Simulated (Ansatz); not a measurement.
Structure optimisation: potassium, simple cubic

Method: DFT, BLYP, plane waves (420 eV) with PAW, scalar-relativistic (Ansatz). (PAW data from PBE, frozen cores regenerated.)

k-point mesh 8×8×8, Fermi-Dirac smearing 0.1 eV, no spin polarisation. Cell and atoms relax.

Starting structure:

```yaml
crystal:
  lattice:
    - [4.254849614, 0.0, 0.0]
    - [0.0, 4.254849614, 0.0]
    - [0.0, 0.0, 4.254849614]
  atoms:
    - { symbol: K, position: [0.0, 0.0, 0.0] }
hamiltonian:
  xc: blyp
  pseudopotentials:
    kind: paw
    azcp:
      K: "pseudopotentials/K.paw.azcp"
basis:
  ecutwfc: 420
  fft_grid_basis: typed
kpoints:
  mp_grid: { grid: [8, 8, 8], shift: [0, 0, 0] }
magnetization:
  spin_polarized: false
scf:
  occupations: { method: fermi_dirac, width: 0.1 }
relax:
  max_steps: 60
  f_tol: 0.01
  cell: {}
```

What cell does the relaxation end in?

Pm-3m with a = 4.409 Å; 85.71 Å³ per atom against 77.03 at the start (11.3 %).

How much energy does the relaxation gain?

6.8 meV per atom.
